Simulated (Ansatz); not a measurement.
Ru:
```yaml
crystal:
  lattice:
    - [2.72076, 0.00000, 0.00000]
    - [-1.36038, 2.35625, 0.00000]
    - [0.00000, 0.00000, 4.29516]
  atoms:
    - { symbol: Ru, position: [0.33333, 0.66667, 0.25000] }
    - { symbol: Ru, position: [0.66667, 0.33333, 0.75000] }
```

Relaxed with PBE. Special points in fractions of this cell's reciprocal vectors: Γ (0.000, 0.000, 0.000); M (0.500, 0.000, 0.000); K (0.333, 0.333, 0.000); A (0.000, 0.000, 0.500); L (0.500, 0.000, 0.500); H (0.333, 0.333, 0.500).

List the band energies nearest the Fermi level at these points for PBE with spin–orbit coupling in the plane-wave PAW code Ansatz.

In eV from the Fermi level; about four levels below and three above (degenerate sets whole), none deeper than 8.9 eV; points with the same levels are listed once.

```
k                    below                above
-  -----------------------  -------------------
Γ  -1.48 -1.48 -1.34 -1.34  1.01 1.01 1.19 1.19
M  -1.85 -1.85 -1.53 -1.53  1.32 1.32 1.67 1.67
K  -2.80 -2.80 -1.11 -1.11  0.86 0.86 1.00 1.00
A  -2.64 -2.64 -2.64 -2.64  0.44 0.44 0.44 0.44
L  -1.11 -1.11 -1.11 -1.11  0.37 0.37 0.37 0.37
H  -1.33 -1.33 -1.11 -1.11  1.12 1.12 1.16 1.16
```

Space group P6_3/mmc (hcp (Mg type)). The PBE relaxation kept the symmetry of its start. The run is not spin-polarised.

Potentials: the earlier of the program's two PAW sets.
